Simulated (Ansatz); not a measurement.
# SbAs (R-3m), one atom moved over a plane

All numbers below come from DFT PBEsol, scalar-relativistic, plane waves, PAW in Ansatz. Settings: plane waves to 420 eV, k-mesh 12×12×12 (Γ-centred), Gaussian smearing 0.15 eV. No spin polarisation. Energies are free energies at this smearing, counted from the undisturbed cell; pressure is positive in compression.

Reference structure (as given, not relaxed at this level; it stands at -4.1 GPa, and it needn't be the usual structure):

```
CELL_PARAMETERS angstrom
2.01275 1.16206 3.61233
-2.01275 1.16206 3.61233
0.00000 -2.32412 3.61233
ATOMIC_POSITIONS crystal
Sb 0.50000 0.50000 0.50000
As 0.00000 0.00000 0.00000
```

Atom 2 (As) is moved by p along (1.000, 0.000, 0.000) and q along (0.000, 1.000, 0.000) (Å), all else fixed. Points are written (p, q).

Energy above the undisturbed cell in eV/cell (a dash: not computed):

```
 p \ q  -0.600  -0.300  0.000  0.300  0.600
-0.600    0.86    0.35   0.21   0.35   0.86
-0.300    0.35    0.00  -0.04   0.00   0.35
 0.000    0.21   -0.04   0.00  -0.04   0.21
 0.300    0.35    0.00  -0.04   0.00   0.35
 0.600    0.86    0.35   0.21   0.35   0.86
```

Pressure in GPa:

```csv
p \ q,-0.600,-0.300,0.000,0.300,0.600
-0.600,8.6,4.3,2.5,4.3,8.6
-0.300,4.0,-0.6,-2.2,-0.6,4.0
0.000,2.7,-2.2,-4.1,-2.2,2.7
0.300,4.0,-0.6,-2.2,-0.6,4.0
0.600,8.6,4.3,2.5,4.3,8.6
```